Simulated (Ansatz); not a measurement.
**MgO (Fm-3m): elasticity against pressure**

```
Mg O
1.0
     0.00000    2.10714    2.10714
     2.10714    0.00000    2.10714
     2.10714    2.10714    0.00000
Mg O
1 1
Direct
  0.00000 0.00000 0.00000
  0.50000 0.50000 0.50000
```

This is the zero-pressure cell. At each pressure cell and atoms are relaxed in this structure, and the constants are slopes of the stress at strains of ±0.005 with relaxed ions (the coefficients that govern stability under load). Level: PBEsol, PAW on Ansatz 0.2.0's default frozen-core files (fitted under PBE), scalar-relativistic; k mesh 10×10×10, strains of ±0.005, fixed occupations, cutoff 420 eV. P is the pressure of the relaxed cell, less that of this one.

```csv
P (GPa),V/V₀,C11 (GPa),C12 (GPa),C44 (GPa)
0.00,1.0000,292.9,89.7,144.5
0.98,0.9939,301.9,91.3,145.6
2.02,?,?,?,?
4.01,0.9761,329.2,96.3,148.3
7.01,0.9599,355.2,100.6,150.9
10.01,0.9450,382.2,105.4,153.9
15.01,0.9224,426.0,113.2,158.2
```

**Question.** Does the bulk modulus from the constants agree with the pressure-volume curve?

**Answer.** A third-order Birch-Murnaghan fit to the volumes shown (F against f, f = [(V₀/V)^(2/3) − 1]/2) gives B₀ = 157.4 GPa and B′ = 4.1. Its −V dP/dV stands beside (C11 + 2C12)/3:

```
P (GPa)  from P(V)  from the constants
   0.00      157.4               157.5
   0.98      161.5               161.5
   4.01      173.8               173.9
   7.01      185.7               185.5
  10.01      197.6               197.7
  15.01      216.9               217.5
```

**Question.** What are the pressure derivatives at zero pressure?

**Answer.** Slopes at V₀ of quadratic fits in −ln(V/V₀) through the first four rows shown, divided by B₀: dC11/dP = 9.3, dC12/dP = 1.8, dC44/dP = 1.0. The mean slopes up to 4.0 GPa are 9.0, 1.6, 1.0; curvature and scatter of the constants part the two. The combination (dC11/dP + 2 dC12/dP)/3 = 4.3 stands against B′.

**Question.** Fill the row at 2.02 GPa.

**Answer.** Cubic fits in −ln(V/V₀) through all rows shown give C11 = 311.2, C12 = 93.1, C44 = 146.5 GPa. Computed: V/V₀ = 0.9876, C11 (GPa) = 311.5, C12 (GPa) = 93.2, C44 (GPa) = 146.7.

**Question.** Does a shear stiffness soften?

**Answer.** C44 goes from 144.5 to 158.2 GPa; (C11 − C12)/2 goes from 101.6 to 156.4 GPa. Neither ends more than 3 % under its start, and the lattice stays mechanically stable over this range.

Caveats: no other phase was computed; many crystals of this kind change structure within this range, and rows or crossings beyond such a change describe a metastable lattice; frozen-core PAW files fitted under PBE, their cores solved anew for the functional of the run; phonons weren't checked at these pressures.
